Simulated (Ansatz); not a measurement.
TePdSe in space group P3m1 (No. 156; Te on 1a, Pd on 1b, Se on 1c), the program Ansatz at the LDA level (PAW), all energies at zero smearing, with the estimated change up to a 700 eV cutoff added, with one set of potentials and settings (totals compare only within such a set). Cell of 3 atoms (1 Te, 1 Pd, 1 Se): -19056.159 eV.

```tsv
element	reference phase	E (eV/atom)
Te	P3_121, 3 atoms in the cell	-6827.2001
Pd	Fm-3m, 1 atoms in the cell	-6844.5892
Se	P3_121, 3 atoms in the cell	-5383.2604
```

Formation energy per atom, worked out: (-19056.159 − 1×(-6827.2001) − 1×(-6844.5892) − 1×(-5383.2604))/3 = -0.370 eV/atom (-36 kJ per mol of atoms), at 0 K, without zero-point energy or fitted corrections.

The first step of the workflow began from a Materials Project structure, measured or hypothetical; the Crystallography Open Database copy checked does not list it. With Te and Se taken as one species the cell has the higher symmetry P-3m1, so it may be an ordered model of a mixed-site phase. Whether it is the stable phase at ambient conditions was not checked. The LDA relaxation kept the symmetry of its start; whether a distortion lowers the energy is not shown. No spin polarisation was allowed. A crystal of weakly bound layers computed without a dispersion correction: the cell and the soft elastic constants depend strongly on that. The references are the lowest solids computed at this level, not always the standard phases. Scalar-relativistic: spin–orbit coupling is off unless named, which matters more the heavier the elements.

Potentials: the later of the program's two PAW sets.
